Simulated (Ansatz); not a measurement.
Input and command of a plane-wave DFT calculation in Ansatz:

```yaml
crystal:
  lattice:
    - [3.15613412, 1.8221948837, 5.7446380569]
    - [-3.15613412, 1.8221948837, 5.7446380569]
    - [0.0, -3.6443897676, 5.7446380569]
  atoms:
    - { symbol: Al, position: [0.05625, 0.44375, 0.75] }
    - { symbol: Al, position: [0.75, 0.05625, 0.44375] }
    - { symbol: Al, position: [0.44375, 0.75, 0.05625] }
    - { symbol: Al, position: [0.94375, 0.55625, 0.25] }
    - { symbol: Al, position: [0.25, 0.94375, 0.55625] }
    - { symbol: Al, position: [0.55625, 0.25, 0.94375] }
    - { symbol: Se, position: [0.85218, 0.85218, 0.85218] }
    - { symbol: Se, position: [0.64782, 0.64782, 0.64782] }
    - { symbol: Se, position: [0.14782, 0.14782, 0.14782] }
    - { symbol: Se, position: [0.35218, 0.35218, 0.35218] }
basis:
  ecutwfc: 420
kpoints:
  mp_grid: { grid: [6, 6, 6] }
hamiltonian:
  xc: pbe
scf:
  occupations: { method: gaussian, width: 0.1 }
  lower_state_search: "off"
output:
  forces: true
  stress: true
  eigenvalues: true
```

```bash
ansatz run input.yaml --threads 1 --pin off --max-ram 2560MiB --backend cpu --events-out ev --progress --plain --runs-dir out
```

Processor: Arm Neoverse V1, 1 thread, on a host shared with other jobs.

Q: Estimate time, memory and problem size.

A: About 20 s on 1 thread of Arm Neoverse V1, on a shared host, peak memory 0.56 GiB. It solves 51 bands at 32 k points (the mesh reduced by the symmetry that the task leaves, which can be less than the crystal's) with about 3895 plane waves, in 8 SCF iterations.
